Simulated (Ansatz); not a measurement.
## Structures of K2Ni: which is lowest?

Plane-wave DFT in Ansatz with scalar-relativistic PAW potentials, cutoff 420 eV, Γ-centred meshes chosen by cell and gap, Gaussian smearing with energies taken to zero width. Every cell was relaxed (cell and atoms) in a run of its own, within the symmetry of its start. Functional: PBE.

Relaxed structures (starts from databases or built by putting these elements on another compound's sites):
A. P6/mmm, 3 atoms in the computed cell, a = 5.660 Å, c = 3.405 Å; sites (symmetry × multiplicity) K -6m2 × 2, Ni 6/mmm × 1; start: built
B. Fm-3m, 3 atoms in the computed cell, a = 7.835 Å; sites (symmetry × multiplicity) K -43m × 8, Ni m-3m × 4; start: built

Task: Rank them by energy. Could pressure change the order?

Result:
| structure | group | E − E(lowest) (meV/atom) | V (Å³/atom) | gap on mesh (eV) |
| --- | --- | --- | --- | --- |
| B | Fm-3m | 0.0 | 40.07 | 0.00 |
| A | P6/mmm | 93 | 31.49 | 0.00 |

B is lowest, 93 meV/atom under A. A is denser by 8.58 Å³/atom, so pressure favours it: ΔE/ΔV, with ΔE in eV and 1 eV/Å³ = 160.2 GPa, gives about 1.7 GPa for equal enthalpy if both cells were rigid, a rough figure since the two compress differently. Other structures may lie lower than all of these, and vibrations aren't counted.

Spin polarisation was left out, and a magnetic state may lie lower.